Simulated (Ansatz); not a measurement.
SiO2:
```xyz
12
Lattice="5.0306 0.0000 0.0000 0.0000 5.0306 0.0000 0.0000 0.0000 7.0138" Properties=species:S:1:pos:R:3 pbc="T T T"
Si     1.4976     1.4976     0.0000
Si     4.0129     1.0177     5.2604
Si     1.0177     4.0129     1.7535
Si     3.5330     3.5330     3.5069
O      1.2060     0.5088     1.2481
O      3.7213     2.0065     4.0123
O      1.3093     3.0241     0.5054
O      3.8246     4.5218     4.7550
O      4.5218     3.8246     2.2589
O      2.0065     3.7213     3.0015
O      3.0241     1.3093     6.5084
O      0.5088     1.2060     5.7658
```

Relaxed with PBEsol. Special points in fractions of this cell's reciprocal vectors: Γ (0.000, 0.000, 0.000); X (0.000, 0.500, 0.000); M (0.500, 0.500, 0.000); Z (0.000, 0.000, 0.500); R (0.000, 0.500, 0.500); A (0.500, 0.500, 0.500).

### Question
List the band energies nearest the valence-band maximum at these points for PBEsol (plane waves, PAW; program Ansatz).

### Answer
In eV from the valence-band maximum; about four levels below and three above (degenerate sets whole), none deeper than 8.9 eV; points with the same levels are listed once.

```
k                    below                above
-  -----------------------  -------------------
Γ   -0.68 -0.28 -0.28 0.00       5.57 8.67 8.67
X  -0.65 -0.65 -0.48 -0.48  7.57 7.57 9.12 9.12
M  -0.59 -0.59 -0.55 -0.55  8.55 8.55 8.65 8.65
Z  -0.52 -0.52 -0.39 -0.39  6.79 6.79 9.27 9.27
R  -0.93 -0.93 -0.17 -0.17  7.82 7.82 8.83 8.83
A  -0.63 -0.63 -0.63 -0.63  9.07 9.07 9.07 9.07
```

Space group P4_12_12. The cell was relaxed with PBEsol under the symmetry of its start; of distortions, only those at the zone centre were tested.

Potentials: the later of the program's two PAW sets.
